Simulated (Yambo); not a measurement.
Yambo run on MoTe2 (space group P6_3/mmc, No. 194). The wavefunctions come from this Quantum ESPRESSO step (PBE, PseudoDojo stringent norm-conserving files, scalar-relativistic):

```
&CONTROL
  calculation = 'nscf'
  pseudo_dir = './pseudo'
  outdir = './out'
/
&SYSTEM
  ibrav = 0
  nat = 6
  ntyp = 2
  ecutwfc = 106.6
  ecutrho = 426.4
  occupations = 'fixed'
  force_symmorphic = .true.
  nbnd = 477
/
&ELECTRONS
  conv_thr = 6.000000000000001e-09
  diago_full_acc = .true.
  diago_thr_init = 1e-08
/
ATOMIC_SPECIES
Mo 95.9500 Mo.upf
Te 127.6000 Te.upf
CELL_PARAMETERS angstrom
  3.496342512120   0.000000000000   0.000000000000
 -1.748171256060   3.027921435827   0.000000000000
  0.000000000000   0.000000000000  13.689552994000
ATOMIC_POSITIONS crystal
Mo   0.333333333000   0.666666667000   0.250000000000
Mo   0.666666666333   0.333333333667   0.750000000000
Te   0.333333333000   0.666666667000   0.617223792700
Te   0.666666666333   0.333333333667   0.382776207300
Te   0.666666666333   0.333333333667   0.117223792700
Te   0.333333333000   0.666666667000   0.882776207300
K_POINTS automatic
3 3 1 0 0 0
```

Yambo input:

```
rim_cut
gw0
dyson
el_el_corr
HF_and_locXC
ppa
em1d
RandQpts= 1000000
RandGvec= 1 Ry
EXXRLvcs= 106.6 Ry
VXCRLvcs= 426.4 Ry
Chimod= "HARTREE"
% BndsRnXp
 19 | 475 |
%
NGsBlkXp= 12 Ry
% LongDrXp
 1.0 | 1.0 | 1.0 |
%
PPAPntXp= 27.2114 eV
% GbndRnge
 1 | 475 |
%
GTermKind= "BG"
DysSolver= "n"
ExtendOut
% QPkrange
 1 | 1 | 62 | 63 |
 3 | 3 | 62 | 63 |
%
```

k points by index: 1 = Γ, 3 = K.

Resulting energies as the program prints them:

```
#    K-point    Band    Eo [eV]    E [eV]    E-Eo [eV]    Vxc [eV]    Vnlxc [eV]    Sc|Eo [eV]    Sc|E [eV]    dSc/dw|Eo [eV]    Re(Z)    Im(Z)
#
    1    62    0.000000    -0.106548    -0.106548    -16.32210    -16.42265    -0.036536    -0.006005    -7.794713    0.777330    -0.001371
    1    63    2.871252    2.969241    0.097988    -15.04981    -10.83965    -4.086574    -4.112178    -7.100213    0.793062    -0.001920
    3    62    -0.078204    -0.152815    -0.074611    -16.26285    -16.83785    0.478458    0.500389    -7.993367    0.772944    -0.001407
    3    63    0.948795    1.066065    0.117270    -14.41936    -10.61485    -3.656170    -3.687247    -7.206062    0.790626    -0.001290
```
(The two width columns are left out.) Convergence of these settings isn't established.

Spin-orbit coupling is not included.

Geometry relaxed with PBE+D3(BJ).
